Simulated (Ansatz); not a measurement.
# HfZr2Se6 (R-3) at 2 levels of theory

One geometry, relaxed with PBE; plane waves with PAW potentials in Ansatz, scalar-relativistic. No spin polarisation. Gaps are the least over mesh and band path; pressure is positive in compression.

```
CELL_PARAMETERS angstrom
3.28178 1.89474 6.94147
-3.28178 1.89474 6.94147
0.00000 -3.78948 6.94147
ATOMIC_POSITIONS crystal
Zr 0.33334 0.33334 0.33334
Zr 0.66666 0.66666 0.66666
Hf 0.00000 0.00000 0.00000
Se 0.25521 0.59293 0.92408
Se 0.59293 0.92408 0.25521
Se 0.92408 0.25521 0.59293
Se 0.07592 0.74479 0.40707
Se 0.40707 0.07592 0.74479
Se 0.74479 0.40707 0.07592
```

```tsv
level	cutoff (eV)	k mesh	gap (eV)	pressure (GPa)
PBE	420	6×6×6	0.45	0.0
```

Problem. What comes out on the same cell with r2SCAN?

Solution.
```
 level  cutoff (eV)  k mesh  gap (eV)  pressure (GPa)
r2SCAN          500   6×6×6      0.77            -0.7
```

Spin-orbit coupling matters for the bands of heavy elements and is left out. The cell holds layers, chains or molecules and no dispersion correction was added, so their binding is poorly described.

It was reached by relaxing an invented guess, and it needn't be the stable form of this composition.
